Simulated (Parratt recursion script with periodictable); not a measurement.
# Neutron reflectivity of Ru on SrTiO3 at several surface roughnesses

| layer, from the top | thickness (Å) | density (g/cm³) | rms roughness of its top face (Å) | ρ (10⁻⁶ Å⁻²) | ρ″ (10⁻⁶ Å⁻²) |
|---|---|---|---|---|---|
| Ru | 600 | 11.642 | varied | 4.870 | 4.938 × 10⁻⁴ |
| SrTiO3 (substrate) | – | 5.086 | 2.7 | 3.516 | 3.421 × 10⁻⁴ |

ρ and ρ″ are the real and imaginary parts of the scattering length density. Vacuum lies above.

Densities are inputs, not measurements. They were set from computed cells of the Materials Project: Ru from entry mp-33 (P6₃/mmc, 12.385 g/cm³, taken at 94 %); SrTiO3 from entry mp-5229 (Pm-3m, 5.086 g/cm³). A layer's crystal structure does not enter its constants, only its composition and density.

Method: specular neutron reflectivity, Parratt recursion, Névot-Croce roughness, natural isotopes, no magnetic scattering (Parratt recursion script with periodictable 1.7.1).

Neutron wavelength 4.1 Å. Q is scanned from 0.004 to 0.15 Å⁻¹ in 600 evenly spaced points, and the curve is smoothed with a Gaussian of 0.001 Å⁻¹ full width. A maximum is a scan point above both neighbours; its place and height come from a parabola through R at the three points.

The table follows two fringe maxima, those next to orders 5.5 and 13.5 of m = (d/2π)(Q² − 16πρ)^½, through runs that differ in the roughness σ₁ of the film surface alone.

| σ₁ (Å) | Q of the first (Å⁻¹) | R there | Q of the second (Å⁻¹) | R there |
|---|---|---|---|---|
| 0 | 0.0592 | 5.24 × 10⁻⁴ | 0.1420 | 1.46 × 10⁻⁵ |
| 4 | 0.0591 | 5.02 × 10⁻⁴ | 0.1420 | 1.13 × 10⁻⁵ |
| 6.2 | 0.0591 | 4.73 × 10⁻⁴ | 0.1420 | 8.10 × 10⁻⁶ |
| 10 | 0.0591 | ? | 0.1420 | ? |

Estimate the two heights for σ₁ = 10 Å.

At a maximum the amplitudes from the film's two faces add: R ≈ (|r₁|g₁ + |r₂|g₂A)². Here q₀ = Q, qⱼ = (Q² − 16πρⱼ)^½ (1 film, 2 substrate), |r₁| = |q₀² − q₁²|/(q₀ + q₁)², |r₂| = |q₁² − q₂²|/(q₁ + q₂)² with the numerators taken from the constants, g₁ = exp(−q₀q₁σ₁²/2), g₂ = exp(−q₁q₂σ₂²/2), and A = exp(−8πρ″₁d/q₁) for absorption in the film.

Check on a shown row, σ₁ = 4 Å, second maximum: q₀ = 0.1420, q₁ = 0.1411, q₂ = 0.1414 Å⁻¹; |r₁| = 0.00305, |r₂| = 8.53 × 10⁻⁴; g₁ = 0.852, g₂ = 0.930, A = 1.000; R ≈ 1.15 × 10⁻⁵ against 1.13 × 10⁻⁵ in the table.

- σ₁ = 10 Å, first maximum: q₀ = 0.0591, q₁ = 0.0570, q₂ = 0.0576 Å⁻¹; |r₁| = 0.0182, |r₂| = 0.00518; g₁ = 0.845, g₂ = 0.988, A = 1.000; R ≈ 4.20 × 10⁻⁴.
- σ₁ = 10 Å, second maximum: q₀ = 0.1420, q₁ = 0.1411, q₂ = 0.1414 Å⁻¹; |r₁| = 0.00305, |r₂| = 8.53 × 10⁻⁴; g₁ = 0.367, g₂ = 0.930, A = 1.000; R ≈ 3.66 × 10⁻⁶.

The run gave 4.03 × 10⁻⁴ and 3.59 × 10⁻⁶; the estimates are 1.04 and 1.02 times these.
